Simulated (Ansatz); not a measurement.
Optical constants of AlCu3

All numbers below come from Ansatz, DFT LDA, scalar-relativistic, plane waves, PAW. Cutoff 420 eV, 12×12×12 k-points (Γ-centred), Fermi-Dirac smearing of 0.15 eV. No spin polarisation.

The cell, relaxed at this level:
```
CELL_PARAMETERS angstrom
0.00000 2.85000 2.85000
2.85000 0.00000 2.85000
2.85000 2.85000 0.00000
ATOMIC_POSITIONS crystal
Al 0.00000 0.00000 0.00000
Cu 0.50000 0.50000 0.50000
Cu 0.25000 0.25000 0.25000
Cu 0.75000 0.75000 0.75000
```

In a metal these results depend on the k mesh and the smearing.

Independent-particle response (no local fields, no excitons) on a 20×20×20 mesh, broadened by 0.1 eV; the Drude term is undamped and its weight carries the smearing above, which sets much of it in a semimetal. The run couldn't bound its error over part or most of this range, so small peaks and near ties are unsure. Light polarised along y. ε₁ lacks the small share of bands above those solved.

Question: Tabulate ε₁ and ε₂ against photon energy.

Answer:
```tsv
E (eV)	ε₁	ε₂
0.3	-968.38	11.14
0.6	-235.22	1.04
0.9	-99.67	0.37
1.2	-51.95	0.21
1.5	-29.44	0.15
1.8	-16.53	0.18
2.1	-7.45	0.54
2.4	0.40	3.13
2.7	3.37	9.72
3.0	0.43	13.06
3.3	-2.15	12.64
3.6	-3.47	11.27
3.9	-4.15	9.72
4.2	-4.37	8.03
4.5	-3.47	6.16
4.8	-2.48	5.99
5.1	-2.02	5.65
5.4	-1.66	5.47
5.7	-1.50	5.58
6.0	-1.66	5.47
6.3	-1.83	5.18
6.6	-1.85	4.70
6.9	-1.70	4.37
7.2	-1.52	4.09
7.5	-1.49	4.07
7.8	-1.45	3.90
8.1	-1.55	3.73
8.4	-1.68	3.50
8.7	-1.60	3.15
9.0	-1.50	2.86
9.3	-1.29	2.75
9.6	-1.27	2.60
9.9	-1.20	2.58
10.2	-1.18	2.42
10.5	-1.13	2.35
10.8	-1.21	2.18
11.1	-1.10	2.02
11.4	-1.08	1.93
11.7	-1.04	1.79
12.0	-1.00	1.68
```

Question: Where is the highest local maximum of ε₂ between 0.3 and 12 eV?

Answer: At 3.1 eV, where ε₂ = 13.2.